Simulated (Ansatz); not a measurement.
**ScF3: pressure and gap against volume**

A database entry relaxed whole under r2SCAN (P6/mmm):

```
Sc F
1.0
     7.84018    0.00000    0.00000
    -3.92009    6.78979    0.00000
     0.00000    0.00000    4.03374
Sc F
3 9
Direct
  0.50000 0.00000 0.00000
  0.50000 0.50000 0.00000
  0.00000 0.50000 0.00000
  0.21416 0.42832 0.00000
  0.78584 0.21416 0.00000
  0.57168 0.78584 0.00000
  0.78584 0.57168 0.00000
  0.21416 0.78584 0.00000
  0.42832 0.21416 0.00000
  0.50000 0.00000 0.50000
  0.50000 0.50000 0.50000
  0.00000 0.50000 0.50000
```

The cell was scaled uniformly, its shape held, and the atoms relaxed at each volume with plane-wave PAW DFT (Ansatz 0.2.0; r2SCAN, 500 eV, 6×6×8 Γ-centred mesh, fermi-dirac occupations of width 0.020 eV; no spin, no spin-orbit coupling). One row is withheld.

```json
{"volume (Å³/atom)": "16.820", "energy over the lowest (meV/atom)": "15.9", "pressure (GPa)": "4.94", "gap over mesh and path (eV)": "7.275"}
{"volume (Å³/atom)": "17.178", "energy over the lowest (meV/atom)": "6.8", "pressure (GPa)": "3.15", "gap over mesh and path (eV)": "7.178"}
{"volume (Å³/atom)": "17.536", "energy over the lowest (meV/atom)": "1.6", "pressure (GPa)": "1.51", "gap over mesh and path (eV)": "7.081"}
{"volume (Å³/atom)": "17.894", "energy over the lowest (meV/atom)": "0.0", "pressure (GPa)": "-0.01", "gap over mesh and path (eV)": "6.982"}
{"volume (Å³/atom)": "18.252", "energy over the lowest (meV/atom)": "1.6", "pressure (GPa)": "-1.40", "gap over mesh and path (eV)": "6.883"}
{"volume (Å³/atom)": "18.610", "energy over the lowest (meV/atom)": "?", "pressure (GPa)": "?", "gap over mesh and path (eV)": "?"}
{"volume (Å³/atom)": "18.968", "energy over the lowest (meV/atom)": "13.5", "pressure (GPa)": "-3.87", "gap over mesh and path (eV)": "6.683"}
```

**Question.** Fit the pressures of the other rows to the third-order Birch-Murnaghan form.

**Answer.** With f = [(V₀/V)^(2/3) − 1]/2 and P = 3B₀f(1 + 2f)^(5/2)[1 + 3(B₀′ − 4)f/2], least squares gives V₀ = 17.89 Å³ an atom, B₀ = 72.7 GPa and B₀′ = 3.1; the rows miss the fit by less than 0.01 GPa. The slope of the energies differs from these pressures by less than 0.05 GPa.

**Question.** How does the gap move with volume?

**Answer.** A parabola in ln(V/V₀) through the other rows has the slope dE_g/d ln V = -4.9 eV at V₀, so by B₀ the gap moves by +68 meV a GPa at this fixed shape: it widens under pressure.

**Question.** What does the withheld row hold?

**Answer.** The fit gives -2.69 GPa at 18.610 Å³; the run gave -2.68 GPa and 6.2 meV an atom. Its gap is 6.783 eV, against 6.783 eV from the parabola.

Caveats: the shape of the cell was held, so B₀ is an upper bound where the axes differ in stiffness; 0 K, fixed nuclei; the symmetry was kept, and this need not be the phase that is stable at 0 K; one mesh for all volumes; r2SCAN gaps lie as a rule under measured ones; the slope of the gap can be off by tens of per cent, more where shallow d levels or spin-orbit coupling act on the edges; pressure is positive in compression.
